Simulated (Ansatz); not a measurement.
Here is the system:

Starting cell, CoSn (CoSn type, space group P6/mmm):

```xyz
6
Lattice="5.2937 0.0000 0.0000 -2.6469 4.5845 0.0000 0.0000 0.0000 4.2347" Properties=species:S:1:pos:R:3 pbc="T T T"
Co     2.6469     0.0000     0.0000
Co     1.3234     2.2923     0.0000
Co    -1.3234     2.2923     0.0000
Sn     0.0000     0.0000     0.0000
Sn     0.0000     3.0563     2.1174
Sn     2.6469     1.5282     2.1174
```

In each cell atom 1 (Co, nearest neighbour Sn at 2.611 Å; its periodic images, 4.2 Å or more away, move with it) moves by s·(1.000, 0.000, 0.000) (along Cartesian x), the rest being held.

Level of theory: PBE (plane waves to 420 eV, PAW, scalar-relativistic; Ansatz, a program for electronic structure). k mesh 8×8×9 (Γ-centred), Fermi-Dirac smearing 0.05 eV. The energy includes the smearing's −TS. Left out: 2 of 11 points, with atoms too close for the PAW data. With partly filled bands, energies and forces of such displacements shift with the k mesh and the smearing. CoSn is run without spin polarisation. CoSn was relaxed with its symmetry unable to fall. The PAW data are Ansatz's earlier set. ΔE is measured from the undisplaced structure.

The scan covers s from -0.624 to 0.624 Å in 9 points.

**Question.** Is the energy the same for equal positive and negative displacements?

**Answer.** Even: the same for both signs. With its periodic images moving along, the atom's site symmetry in this cell is mmm.

**Question.** What is the energy change at s = 0.624 Å?

**Answer.** 2129 meV/cell.

**Question.** What force acts on the atom along the line at s = -0.624 Å?

**Answer.** 10.4 eV/Å.

(A displaced cell: forces are minus the slopes of the energy, force constants its curvatures, and phonons follow from these.)
